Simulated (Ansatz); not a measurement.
Polymorphs of Cu

5 relaxations of Cu ended in 3 distinct structures. The numbers are results of PBEsol (plane waves to 420 eV, PAW, scalar-relativistic; Ansatz, an electronic-structure program), not measurements.

```tsv
#	space group	Pearson	type	E − E(lowest) (eV/atom)	V (Å³/atom)	coordination	runs ending here
1	Fm-3m	cF4	fcc (Cu type)	0.00	11.31	Cu 12 (cuboctahedral)	3
2	Im-3m	cI2	bcc (W type)	0.04	11.36	Cu 8 (cubic)+6	1
3	Ia-3	cI16	–	0.94	15.00	–	1
```

Coordination numbers (neighbours up to the widest gap in distance over summed covalent radii, below 1.35; n+m marks a second, longer set). All are gapless at this level. Fm-3m, cF4, fcc (Cu type) is the lowest among the structures calculated here.

Space group Fm-3m (No. 225); a = b = c = 3.5634 Å, α = β = γ = 90.00°

```json
[
 {"atom": "Cu", "site": "4a", "symmetry": "m-3m", "x": "0.0000", "y": "0.0000", "z": "0.0000"}
]
```
(The calculation used a cell of 1 atom; values per cell refer to that cell.)

Each run could gain symmetry but not lose that of its start, so entries can be saddle points. From databases, or of a type measured for this composition: Fm-3m, cF4, fcc (Cu type); the others are generated cells (placed on structure types, drawn at random, substituted or restacked) that were not matched to a known phase here. Energies are at zero temperature and pressure, without zero-point motion. No spin polarisation in the result.
